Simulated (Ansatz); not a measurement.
Given:

AlVB:
```
AlVB
1.0
    1.52835    -7.06528     0.00000
    1.52835     7.06528     0.00000
    0.00000     0.00000     2.98849
Al B V
2 2 2
Direct
  0.69292   0.30708   0.25000
  0.30708   0.69292   0.75000
  0.46789   0.53211   0.75000
  0.53211   0.46789   0.25000
  0.08319   0.91681   0.75000
  0.91681   0.08319   0.25000
```

This is the PBEsol-relaxed structure.

### Question
All from PBEsol in the plane-wave PAW code Ansatz, unless another level is named. Estimate the electronic character.

### Answer
metallic (no gap).

### Question
Next, the formation energy from the elements (no fitted shifts)?

### Answer
-0.57 eV/atom.

### Question
Give the density of states at the Fermi level.

### Answer
0.58 states/eV per atom (mean over ±0.08 eV).

Space group Cmcm. The start of the workflow was typed in or built on a structure type; neither database checked (COD, Materials Project) lists it. Whether it is the stable phase at ambient conditions was not checked. The cell was relaxed with PBEsol under the symmetry of its start; whether a distortion lowers the energy is not shown. The workflow began spin-polarised and lost its moments. The references are the lowest solids computed at this level, not always the standard phases.

Potentials: the earlier of the program's two PAW sets. The files were generated under PBE; for other functionals the program regenerates the frozen cores, and for LDA and PBEsol the local potential too.
